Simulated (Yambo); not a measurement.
G0W0@PBEsol for RbH (rock salt, space group Fm-3m, No. 225) in Yambo. Reference settings: 4×4×4 Γ-centred k mesh, 117 bands and a 10 Ry block in the screening, 117 bands in G with the Bruneval-Gonze terminator, plasmon pole fitted at 27.2 eV. The PBEsol gap L → L on this mesh is 2.72 eV; G0W0 gaps are taken between the same points.

With and without the terminator, as bands are cut:

```csv
bands in G (in W),"gap, terminator (eV)","gap, none (eV)","valence shift, terminator (eV)","valence shift, none (eV)"
37 (117),5.249,5.158,-1.872,-1.616
71 (117),5.264,5.243,-1.899,-1.800
117 (117),5.268,5.267,-1.903,-1.864
```

Over this range the gap spans 0.019 eV with the terminator and 0.109 eV without, the valence shift 0.031 eV and 0.248 eV. Neither column has reached its limit for certain.

Geometry of the Materials Project entry, not relaxed at this level; primitive cell a = b = c = 4.248 Å, α = β = γ = 60.00°.

A shift is the quasiparticle energy of the state minus its PBEsol energy.
